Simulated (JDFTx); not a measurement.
System: Pb(110) (Fm-3m bulk; lattice of mp-20483, not re-optimised at this level), 1x1 cell of 8 atoms in 8 planes, area 17.60 Å² a face, 12.1 Å between the outermost planes in a cell 28.3 Å high; k mesh 6×4×1, Fermi width 0.01 Ha, no spin polarisation.

Profiles through the double layer of this slab, charged, in soft-sphere model, water, 1 M KF; PBE, GBRV ultrasoft potentials, plane waves to 20/100 Ha, JDFTx (a modified build). z is the height above the outermost atoms, φ the plane-averaged electrostatic potential energy of an electron (zero in the bulk liquid), ρ_b the bound charge of solvent and ions, s the cavity shape function (0 in the solid, 1 in the liquid).

```
z (Å)  n (e/Å³)     s  φ (eV)  ρ_b (10⁻³ e/Å³)
-----  --------  ----  ------  ---------------
0.98     0.0911  0.23  -1.140            -5.29
1.43     0.0254  0.37  -0.532            -7.71
1.88     0.0077  0.61  -0.101            -3.61
2.33     0.0025  0.91  -0.061             1.69
2.79     0.0008  1.00  -0.051             0.89
3.24     0.0003  1.00  -0.044             0.30
3.69     0.0001  1.00  -0.038             0.09
4.15     0.0000  1.00  -0.033             0.02
4.60     0.0000  1.00  -0.028             0.00
5.05     0.0000  1.00  -0.024            -0.01
5.50     0.0000  1.00  -0.021            -0.01
5.96     0.0000  1.00  -0.018            -0.01
6.41     0.0000  1.00  -0.016            -0.01
6.86     0.0000  1.00  -0.013            -0.01
7.32     0.0000  1.00  -0.012            -0.01
7.77     0.0000  1.00  -0.010            -0.01
```

Q: Is the electrode positively or negatively charged, and roughly by how much?

A: Positively: σ = 18.4 μC/cm² per face. The liquid's bound charge is of the opposite sign overall, and far from the surface φ decays with the screening length (3.0 Å).
